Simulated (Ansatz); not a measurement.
MnBr2 (P-3m1); volume scaled by 0.85.

```
CELL_PARAMETERS angstrom
3.61856 0.00000 0.00000
-1.80928 3.13377 0.00000
0.00000 0.00000 5.86359
ATOMIC_POSITIONS crystal
Mn 0.00000 0.00000 0.00000
Br 0.33333 0.66667 0.25000
Br 0.66667 0.33333 0.75000
```

The reference geometry is a structure as deposited in COD (the entry's cell lengths or inner coordinates differ somewhat from later room-temperature determinations); nothing is relaxed.

Functional, mesh and filling: r²SCAN, 8×8×4 k mesh, Fermi–Dirac smearing of 0.03 eV. PAW means Ansatz 0.2.0 on its default frozen-core files. Site moments are integrated in spheres about the atoms. Start moments (μB): Mn1 4.

Iteration by iteration:

| iteration | Harris–Foulkes energy less the last (meV) | density residual (eV) | M (μB) | ∫|m| (μB) |
| --- | --- | --- | --- | --- |
| 1 | -1825.720 | 2.0e+01 | 4.6451 | 4.6468 |
| 2 | -573.380 | 6.2e+00 | 4.9995 | 5.0035 |
| 3 | 85.811 | 9.5e-01 | 5.0000 | 5.0072 |
| 4 | 148.990 | 1.3e-01 | 5.0000 | 5.0020 |
| 5 | 104.121 | 6.1e-02 | 5.0000 | 5.0015 |
| 6 | 57.991 | 3.5e-02 | 5.0000 | 5.0015 |
| 7 | 14.943 | 1.1e-02 | 5.0000 | 5.0014 |
| 8 | 0.132 | 1.9e-03 | 5.0000 | 5.0013 |
| 9 | 0.576 | 1.5e-04 | 5.0000 | 5.0013 |
| 10 | 0.140 | 7.8e-05 | 5.0000 | 5.0013 |
| 11 | 0.066 | 2.7e-05 | 5.0000 | 5.0013 |
| 12 | 0.001 | 1.4e-06 | 5.0000 | 5.0013 |
| 13 | 0.001 | 5.9e-07 | 5.0000 | 5.0013 |
| 14 | 0.000 | 6.6e-08 | 5.0000 | 5.0013 |
| 15 | 0.000 | 2.0e-08 | 5.0000 | 5.0013 |
| 16 | 0.000 | 7.3e-09 | 5.0000 | 5.0013 |

Site moments (μB): Mn1 4.37, Br2 0.12, Br3 0.12. Cell moment 5.00 μB.

The PAW files were made with PBE; the program remakes their cores once for the run's functional and then keeps them frozen. In at least one run the program's final test of stability wasn't made or came to no verdict. None of this fixes the real material's magnetic order: only patterns that fit the cell were computed, at zero temperature, with a functional that can overstate moments.
